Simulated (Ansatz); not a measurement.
Structure from Materials Project entry mp-23205 (possibly hypothetical), not relaxed further.

An input for MgI2 and the output that it gave: DFT, r2SCAN, PAW with Ansatz's default frozen-core files, scalar-relativistic (Ansatz 0.2.0).

```yaml
crystal:
  lattice:
    - [4.1956845299, 0.0, 0.0]
    - [-2.097842265, 3.6335693892, 0.0]
    - [0.0, 0.0, 7.10572693]
  atoms:
    - { symbol: Mg, position: [0.0, 0.0, 0.0] }
    - { symbol: I, position: [0.3333333333, 0.6666666667, 0.23407685] }
    - { symbol: I, position: [0.6666666667, 0.3333333333, 0.76592315] }
kpoints:
  mp_grid: { grid: [7, 7, 4] }
  band_path:
    path:
      - [0.0, 0.0, 0.0]
      - [0.5, 0.0, 0.0]
      - [0.3333333333, 0.3333333333, 0.0]
      - [0.0, 0.0, 0.0]
      - [0.0, 0.0, 0.5]
      - [0.5, 0.0, 0.5]
      - [0.3333333333, 0.3333333333, 0.5]
      - [0.0, 0.0, 0.5]
      - [0.5, 0.0, 0.5]
    npoints: 8
scf:
  occupations: { method: fermi_dirac, width: 0.01 }
hamiltonian:
  xc: r2scan
  pseudopotentials: { kind: paw }
output:
  forces: true
  stress: true
  eigenvalues: true
  efg: { contact_densities: true }
  populations: true
  bader: true
  dos: { projected: true, de: 0.2, e_range: [-14, 8] }
```

Output:

```
I: output.efg is read without spin–orbit coupling, which moves field gradients at and beside such atoms by some per cent and up to a factor of two; PAW files take it under magnetization.noncollinear and magnetization.spin_orbit
Engine: ansatz 0.2.0
Pseudopotentials: kind: paw
Pseudopotential: Mg, paw, valence charge 10, recommended cutoff 500 eV (meta_gga)
Pseudopotential: I, paw, valence charge 17, recommended cutoff 500 eV (meta_gga)
Functional definition: r2SCAN
  parameter k0 = 0.174
  parameter k1 = 0.065
  parameter a1 = 4.9479
  exchange = r2scan_x(k0 = k0, k1 = k1, a1 = a1)
  correlation = r2scan_c
Crystal: 3 atoms, lattice volume = 108.329 Å³
Basis set: ecut = 500 eV, 2767 PW (Γ), exchange–correlation on 128×128×216 points (64 copies of the dense FFT grid, shifted against one another)
Bands: 27, of which v1, the nominal top of the filled ones, is band 22 counted from 1 (21 counted from 0)
Symmetry: 12 space group operations
Space group: P-3m1 (ITA 164), of the structure as read, at distance tolerance 4.8e-5 Å
k-points: 28 of 196
Non-local potential: Mg, projectors of the file, l = 0: 3, l = 1: 2, l = 2: 1
Non-local potential: I, projectors of the file, l = 0: 2, l = 1: 2, l = 2: 2, l = 3: 2
PAW form: soft (Blöchl's): semilocal exchange-correlation on the pseudo side does not see the compensation charge
PAW frozen core: Mg, regenerated for the run's functional (the file was generated under x = pbe(κ = 0.804, μ = 0.2195149727645171), c = pbe(β = 0.06672455060314922))
PAW frozen core: I, regenerated for the run's functional (the file was generated under x = pbe(κ = 0.804, μ = 0.2195149727645171), c = pbe(β = 0.06672455060314922))
PAW one-centre angular grid: Mg, 302 points (default); XC on 224 Gauss nodes
PAW one-centre angular grid: I, 590 points (default); XC on 160 Gauss nodes
Initial density: superposition of atomic densities (neutral atoms: chi_scale 0, normalization atom), corrected by the library's trained network
Initial wavefunctions: pseudopotential atomic-orbital guess
Functional: x = r2scan, c = r2scan; τ floored in thin density (d = 2e-4 eV/Å³)
SCF iter   1: F=—  HF=-16986.111254 eV  |F-HF|=—  |Δ(HF+E_count)|=         —  Δρ=4.12e-3  dr2=1.55e-2  dr2_τ=2.34e-3  ethr=1.77e-3  ⟨swp⟩=8.1  Hψ=3861  notcnv=0
preconditioner: auto → Resta (q_TF=auto, 2.348 Å⁻¹)  ε∞=2.7  [insulator: Δε(μ)=4.245 eV  Ē_g=10.838 eV  σ=0.010 eV  W_gap=1.00  n_scr=22 (ndim 8)  ℏωp=14.3 eV  f_vac=0.138  D(μ)=0.00/eV (n_scr^D=0)  ε∞_Penn≈2.7]
SCF iter   2: F=—  HF=-16986.141155 eV  |F-HF|=—  |Δ(HF+E_count)|=   2.99e-2  Δρ=1.90e-3  dr2=4.60e-3  dr2_τ=7.29e-5  ethr=3.53e-5  ⟨swp⟩=3.0  Hψ=1815  notcnv=0  defer=28
SCF iter   3: F=—  HF=-16986.141349 eV  |F-HF|=—  |Δ(HF+E_count)|=   1.94e-4  Δρ=5.05e-4  dr2=2.89e-4  dr2_τ=9.81e-6  ethr=1.05e-5  ⟨swp⟩=4.0  Hψ=1516  notcnv=0  defer=28
SCF iter   4: F=—  HF=-16986.141410 eV  |F-HF|=—  |Δ(HF+E_count)|=   6.09e-5  Δρ=1.04e-4  dr2=1.13e-5  dr2_τ=2.37e-7  ethr=6.57e-7  ⟨swp⟩=2.8  Hψ=1333  notcnv=0  defer=28
SCF iter   5: F=—  HF=-16986.141410 eV  |F-HF|=—  |Δ(HF+E_count)|=   3.08e-8  Δρ=1.52e-5  dr2=2.58e-7  dr2_τ=7.28e-9  ethr=2.56e-8  ⟨swp⟩=2.0  Hψ=953  notcnv=0  defer=28
SCF iter   6: F=-16986.141410 eV  HF=-16986.141410 eV  |F-HF|=1.74e-8  |Δ(HF+E_count)|=   6.73e-8  Δρ=5.71e-6  dr2=3.79e-8  dr2_τ=7.78e-10  ethr=2.27e-10  ⟨swp⟩=11.0  Hψ=3503  notcnv=0
SCF 1 converged in 6 iterations: F = -16986.141410 eV  dr2 = 3.79e-8
  greatest PAW one-centre occupation: 1.000 electrons in one spin orbital (limit 2), on the Mg atom at site 0 (counted from 0), in its partial waves of l = 0
NSCF: frozen V_eff on 65 k-points
SCF converged after 6 iterations
Free energy (F): -16986.141410 eV
Harris-Foulkes:  -16986.141410 eV  (|F-HF|=1.74e-8)
Internal energy: -16986.141410 eV  (E = F + TS)
E sigma→0 (E₀):  -16986.141410 eV
Fermi energy:    6.018338 eV
--- Per-component energies (eV) ---
  E_band       = -1195.093658
  E_kinetic    = 452.745667
  E_local      = -6071.120171  (includes V_loc(G=0)·N_el)
  E_nonlocal   = -84.954123
  E_hartree    = 2854.734707
  E_xc         = -268.930490
  E_vxc        = -318.500604  (∫ρ·V_xc dr)
  E_paw        = -9975.316905  (= ΣΔE_a)
  E_vpaw       = -901.572779  (= ΣTr[D̂ρ^β])
  E_aug_tail   = -0.000060  (compensation charges beyond the density's cutoff)
  E_vtau       = 18.844469  (kinetic-family band-sum trace: ∫τ·v_τ [+ j·A + Jᵃ·Aᵃ] dr)
  E_ewald      = -3893.419933
  E_core_change = 0.119898  (= ΣΔE_core)
  E_smearing   = -0.000000  (= −TS)
  E_closure    = 0.000000  (closes the sum)
  Σ components = -16986.141410   (vs F -16986.141410, Δ=0.00e0)
--- Forces (eV/Å), atoms counted from 1 ---
  atom   1  Mg     0.00000000    -0.00000000     0.00000000
  atom   2  I      0.00000000     0.00000000    -0.01102814
  atom   3  I     -0.00000000    -0.00000000     0.01102814
  max |Σ_I F_I| component: 1.73e-18 eV/Å
--- Stress (GPa, compression-positive) ---
       -0.118199      -0.000000       0.000000
       -0.000000      -0.118199       0.000000
        0.000000       0.000000       0.047566
  P = ⅓ Tr σ = -0.0629 GPa (-0.629 kbar)
--- PAW observables at the nuclei: V_zz in 10²¹ V/m², potentials from the cell's mean, atoms counted from 1 ---
  atom   1  Mg V_zz =    +0.041092   η = 0.0000   by run symmetry: allowed
            electrostatic potential = -1099.646767 V   contact ρ = 7782.005332 e/Å³
  atom   2  I  V_zz =    -5.314916   η = 0.0000   by run symmetry: allowed
            electrostatic potential = -8885.778248 V   contact ρ = 1602950.354359 e/Å³
  atom   3  I  V_zz =    -5.314916   η = 0.0000   by run symmetry: allowed
            electrostatic potential = -8885.778248 V   contact ρ = 1602950.354359 e/Å³
--- Band table (eV; the first three rows and the last of 28) ---
  k-point 0: bands = ["-74.1891", "-40.4697", "-40.4697", "-40.4692", "-40.4692", "-40.4561", "-40.4561", "-40.4556", "-40.4556", "-40.4489", "-40.4487", "-39.2854", "-39.2843", "-39.2843", "-8.3254", "-7.6486", "0.6456", "3.5186", "3.5186", "3.8801", "3.8801", "3.8921", "8.4080", "9.4208", "11.2484", "11.2484", "11.9935"]
  k-point 1: bands = ["-74.1891", "-40.4697", "-40.4697", "-40.4692", "-40.4692", "-40.4560", "-40.4560", "-40.4556", "-40.4556", "-40.4489", "-40.4487", "-39.2854", "-39.2843", "-39.2843", "-8.2801", "-7.7099", "0.9159", "3.3623", "3.5468", "3.5468", "3.8503", "3.8503", "8.8487", "9.4611", "11.1739", "11.1739", "12.1714"]
  k-point 2: bands = ["-74.1891", "-40.4697", "-40.4697", "-40.4692", "-40.4692", "-40.4560", "-40.4560", "-40.4556", "-40.4556", "-40.4489", "-40.4488", "-39.2854", "-39.2843", "-39.2843", "-8.2231", "-7.7826", "1.3192", "2.7439", "3.5822", "3.5822", "3.8135", "3.8135", "9.2578", "9.4904", "11.1086", "11.1086", "12.4700"]
  k-point 27: bands = ["-74.1891", "-40.4692", "-40.4689", "-40.4688", "-40.4687", "-40.4562", "-40.4562", "-40.4560", "-40.4557", "-40.4483", "-40.4483", "-39.2853", "-39.2849", "-39.2847", "-7.5245", "-7.4437", "0.7905", "1.2509", "1.5650", "2.1020", "3.3010", "3.4396", "9.2568", "10.3084", "10.7658", "12.1474", "12.4745"]
--- Löwdin populations: 3 sites ---
  site symbol       q [e]
     0     Mg      8.5915
     1      I     17.5986
     2      I     17.5986
  spilling = 0.004800 (of n_electrons = 44.000000)
--- Bader charges: 3 sites ---
  site symbol  charge [e]  shift [e]
     0     Mg      1.6795     0.0002
     1      I     -0.8397     0.0001
     2      I     -0.8397     0.0001
  estimated error of the sums over rays = 1.9e-4 e
```
